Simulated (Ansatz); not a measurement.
Method: Ansatz, DFT PBE, scalar-relativistic, plane waves, PAW. All cells share a 420 eV cutoff and Γ-centred k meshes spaced at most about 0.3 Å⁻¹ (about 0.25 or finer for metals, 2π included). No spin polarisation in the final relaxations.

These are static total energies at zero pressure. All come from trial cells, and lower structures may exist.

**Question.** These unrelaxed guesses for Hf2SeS3 are each relaxed within their symmetry. Order them by the energy at which they end, lowest first.
A.

Space group P-3m1 (No. 164). a = 4.338 Å, b = 4.338 Å, c = 7.855 Å, α = 90.00°, β = 90.00°, γ = 120.00°
```csv
atom,site,symmetry,x,y,z
Hf,2d,3m.,0.6667,0.3333,0.6787
Se,1a,-3m.,0.0000,0.0000,0.0000
S,1b,-3m.,0.0000,0.0000,0.5000
S,2d,3m.,0.6667,0.3333,0.3573
```

B.

Space group P6/mmm (No. 191). a = 5.087 Å, b = 5.087 Å, c = 6.902 Å, α = 90.00°, β = 90.00°, γ = 120.00°
| atom | site | symmetry | x | y | z |
| --- | --- | --- | --- | --- | --- |
| Hf | 2d | -6m2 | 0.3333 | 0.6667 | 0.5000 |
| Se | 1a | 6/mmm | 0.0000 | 0.0000 | 0.0000 |
| S | 3f | mmm | 0.5000 | 0.0000 | 0.0000 |

C.

Space group P-4m2 (No. 115). a = 3.991 Å, b = 3.991 Å, c = 9.393 Å, α = 90.00°, β = 90.00°, γ = 90.00°
| atom | site | symmetry | x | y | z |
| --- | --- | --- | --- | --- | --- |
| Hf | 2g | 2mm. | 0.5000 | 0.0000 | 0.1433 |
| Se | 1c | -4m2 | 0.5000 | 0.5000 | 0.5000 |
| S | 2e | 2mm. | 0.0000 | 0.0000 | 0.2933 |
| S | 1b | -4m2 | 0.5000 | 0.5000 | 0.0000 |

D.

Space group P6/mmm (No. 191). a = 6.297 Å, b = 6.297 Å, c = 3.940 Å, α = 90.00°, β = 90.00°, γ = 120.00°
```tsv
atom	site	symmetry	x	y	z
Hf	2c	-6m2	0.3333	0.6667	0.0000
Se	1a	6/mmm	0.0000	0.0000	0.0000
S	3g	mmm	0.5000	0.0000	0.5000
```

**Answer.** C (ends in P-4m2, 0 meV/atom), D (ends in P6/mmm, 106 meV/atom), A (ends in P-3m1, 123 meV/atom), B (ends in P6/mmm, 293 meV/atom).

These runs have no spin–orbit coupling, which can matter for Hf. Cells relaxed within their symmetry can be saddle points. Some candidate types were left out of the draw beforehand, so a known form may be missing.
